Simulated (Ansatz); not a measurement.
A distorted cell of TiN (rock salt):

```
CELL_PARAMETERS angstrom
      0.00000     2.12337     2.12337
      2.12337     0.00000     2.12337
      2.12337     2.12337     0.00000
ATOMIC_POSITIONS crystal
  N  0.00000 0.00000 0.05595
  Ti 0.50000 0.50000 0.50000
```

These are PBE (plane waves to 420 eV, PAW, scalar-relativistic; Ansatz, a quantum-chemistry and plane-wave program) values and carry that method's errors. k mesh 15×15×15 (Γ-centred), Fermi-Dirac smearing 0.05 eV. Energies are smeared free energies. Compression counts positive. With partly filled bands, energies and forces of such displacements shift with the k mesh and the smearing. The PAW data are Ansatz's earlier set. TiN is run without spin polarisation. TiN was relaxed with its symmetry unable to fall.

Problem. What forces act on the atoms (eV/Å, Cartesian)?

Solution. 
```json
[
 {"atom": "N1", "Fx": "-1.204", "Fy": "-1.204", "Fz": "0.000"},
 {"atom": "Ti2", "Fx": "1.204", "Fy": "1.204", "Fz": "0.000"}
]
```

Problem. Give the stress tensor in GPa and the pressure.

Solution. 
```
    6.3     -0.6      0.0
   -0.6      6.3      0.0
    0.0      0.0      0.5
```
The pressure, a third of the trace, is 4.4 GPa.

Problem. In it atom 1 sits (0.119, 0.119, 0.000) Å away from its relaxed site. What is its energy relative to the relaxed cell?

Solution. 143 meV/cell.

(A displaced cell: forces are minus the slopes of the energy, force constants its curvatures, and phonons follow from these.)
